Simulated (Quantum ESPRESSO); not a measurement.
Parts of the isotropic shielding in NaLaHf2O6, by PBE GIPAW (a modified build of Quantum ESPRESSO, JTH PAW datasets), 30 Ha, k-mesh 4×4×4 shifted:

```
CELL_PARAMETERS angstrom
      0.00000     4.10692     4.10692
      4.10692     0.00000     4.10692
      4.10692     4.10692     0.00000
ATOMIC_POSITIONS crystal
  Na 0.50000 0.50000 0.50000
  La 0.00000 0.00000 0.00000
  Hf 0.25000 0.25000 0.25000
  Hf 0.75000 0.75000 0.75000
  O  0.50000 0.50000 0.00000
  O  0.00000 0.00000 0.50000
  O  0.00000 0.50000 0.50000
  O  0.50000 0.00000 0.00000
  O  0.50000 0.00000 0.50000
  O  0.00000 0.50000 0.00000
```
Geometry: a computed entry of the Materials Project; it was not checked against measured cells. It is NaLaHf2O6 in Fm-3m; whether this form has been observed was not checked. Stability against distortions was not tested. The run has no spin polarisation.

The core term is that of the free atom's frozen core; the paramagnetic column sums the reconstruction terms. Shieldings are absolute and leave out the bulk-susceptibility term; a larger σ means a smaller chemical shift. By our sweeps, such settings leave a few ppm in absolute σ on light atoms and up to some 20 ppm from Zn on. No spin–orbit coupling; Hf is the heaviest element present. The datasets of Na hold no d projectors, which limits absolute σ on these atoms. PBE places the empty d or f states of La too low, which is known to distort σ on and beside such ions.

```
site                          core  bare (smooth current)  diamagnetic correction  paramagnetic corrections  σ_iso (ppm)
---------------------------  -----  ---------------------  ----------------------  ------------------------  -----------
Na (atom 1)                  377.3                   85.5                   154.7                         …            …
O (atoms 5, 6, 7, 8, 9, 10)  271.1                  -26.3                    26.2                         …            …
```

Task: Complete the blanks.

Result: 
- Na (atom 1), paramagnetic corrections: -39.5
- Na (atom 1), σ_iso (ppm): 578.0
- O (atoms 5, 6, 7, 8, 9, 10), paramagnetic corrections: -406.8
- O (atoms 5, 6, 7, 8, 9, 10), σ_iso (ppm): -135.8
